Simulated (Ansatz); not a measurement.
GaBiN2:
```xyz
4
Lattice="3.3267 0.0000 0.0000 -1.6633 2.8810 0.0000 0.0000 0.0000 6.5484" Properties=species:S:1:pos:R:3 pbc="T T T"
Bi     0.0000     1.9207     6.5215
N      0.0000     1.9207     2.9366
Ga     1.6633     0.9603     3.3156
N      1.6633     0.9603     5.3655
```

Relaxed with PBEsol. Special points in fractions of this cell's reciprocal vectors: Γ (0.000, 0.000, 0.000); M (0.500, 0.000, 0.000); K (0.333, 0.333, 0.000); A (0.000, 0.000, 0.500); L (0.500, 0.000, 0.500); H (0.333, 0.333, 0.500).

Question: List the band energies nearest the Fermi level at these points for PBEsol in the plane-wave PAW code Ansatz.

Answer: In eV from the Fermi level; about four levels below and three above (degenerate sets whole), none deeper than 8.9 eV; points with the same levels are listed once.

```
k                          below                above
-  -----------------------------  -------------------
Γ  -2.29 -2.29 -2.07 -0.77 -0.77  1.61 2.98 5.67 5.67
M        -3.69 -3.29 -2.10 -0.73       0.73 3.06 4.80
K        -6.21 -4.23 -4.01 -3.46       0.12 0.63 2.40
A  -2.26 -2.26 -0.81 -0.81 -0.39  0.77 2.73 5.67 5.67
L        -2.95 -2.23 -1.13 -0.16       3.80 4.39 4.95
H        -4.30 -3.59 -2.64 -0.91       1.04 1.36 5.28
```

Space group P3m1. The start of the workflow was typed in or built on a structure type; neither database checked (COD, Materials Project) lists it. Whether it is the stable phase at ambient conditions was not checked. The PBEsol relaxation kept the symmetry of its start; whether a distortion lowers the energy is not shown. The volume moved by 23 % from the start of the relaxation. Its formation energy is positive at this level, so the cell may be metastable or incomplete. Spin–orbit coupling is left out wherever it is not named.

Potentials: the earlier of the program's two PAW sets. The files were generated under PBE; for other functionals the program regenerates the frozen cores, and for LDA and PBEsol the local potential too.
